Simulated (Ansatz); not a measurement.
**What DFT gives for Cs$_{2}$V$_{6}$AgSb**

```xyz
10
Lattice="0.0000 4.8698 4.8698 4.8698 0.0000 4.8698 4.8698 4.8698 0.0000" Properties=species:S:1:pos:R:3 pbc="T T T"
Cs    2.4349    2.4349    2.4349
Cs    7.3047    7.3047    7.3047
Sb    0.0000    0.0000    0.0000
Ag    4.8698    4.8698    4.8698
V     2.3986    4.8698    4.8698
V     4.8698    2.3986    4.8698
V     7.3410    4.8698    4.8698
V     4.8698    7.3410    4.8698
V     4.8698    4.8698    2.3986
V     4.8698    4.8698    7.3410
```

Method: r2SCAN, no spin polarisation; PAW, plane waves to 500 eV, 6×6×6 Γ-centred mesh, fermi-dirac occupations (width 0.1 eV) (Ansatz 0.2.0), atoms fixed.

(1) Is the cell too large or too small?

(2) Describe some of the short contacts.

(3) Metal or insulator?

(4) What is the formation energy?

(5) How is the charge shared?

Origin: a known structure type with other elements, at an estimated volume, so it need not be a known compound. Caveats: no spin polarisation, so a magnetic state may lie lower.

Results:

(1) The pressure is 6.8 GPa (compression positive), so with the atoms held at these fractions the cell would first expand; the forces are large, so a full relaxation may end otherwise.

(2) Sb–V at 2.40 Å: least valence density 0.52 e/Å³ and ELF 0.32 there. Ag–V at 2.47 Å: least valence density 0.41 e/Å³ and ELF 0.23 there. Cs–V at 3.44 Å: least valence density 0.08 e/Å³ and ELF 0.06 there. Both are smooth PAW fields, read partly inside the augmentation spheres.

(3) It is a metal, with about 19 states/eV a cell as the mean within 0.25 eV of the Fermi level, mostly V d (85 %).

(4) 2.06 eV an atom against the elements' usual phases (free molecules for gases, crystals otherwise, with no correction for O₂ or N₂), so at this geometry it isn't bound against them. Relaxing would lower it.

(5) Bader charges in e: Cs +0.32, V +0.58, Ag -2.22, Sb -1.89. In the mean V gives up most and Ag takes most.
